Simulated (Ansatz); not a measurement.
A: Sr$_{2}$ZnMoO$_{6}$ (space group I4/m), a = 5.562 Å, b = 5.562 Å, c = 8.019 Å, α = 90.00°, β = 90.00°, γ = 90.00°
B: NiSi (MnP type, space group Pnma), a = 5.119 Å, b = 3.342 Å, c = 5.563 Å, α = 90.00°, β = 90.00°, γ = 90.00°
C: Te (trigonal-Te type, space group P3_121), a = b = 4.6241 Å, c = 5.9034 Å, α = β = 90.00°, γ = 120.00°
D: MgH2 (rutile), a = b = 4.484 Å, c = 2.997 Å, α = β = γ = 90.00°
E: Al₂Cu (Al2Cu type, space group I4/mcm), a = b = 6.006 Å, c = 4.790 Å, α = β = γ = 90.00°

Scan: energy against volume (even scaling of the relaxed cell, symmetry kept). One method and one kind of scan serve all of them; meshes and ranges differ. Al2Cu is run without spin polarisation. All were relaxed with their symmetry unable to fall. NiSi is run without spin polarisation. Spin-orbit coupling is left out. Sr2ZnMoO6 is run without spin polarisation.

### Question
Put the candidates in order of bulk modulus at fixed cell shape (fitted), highest first, for r2SCAN (plane waves to 500 eV, PAW, scalar-relativistic; Ansatz, a first-principles code).

### Answer
B (181 GPa), A (149 GPa), E (114 GPa), D (54.0 GPa), C (19.8 GPa)

(Under strain, the slope of the energy per volume gives the stress and its curvature an elastic modulus.)
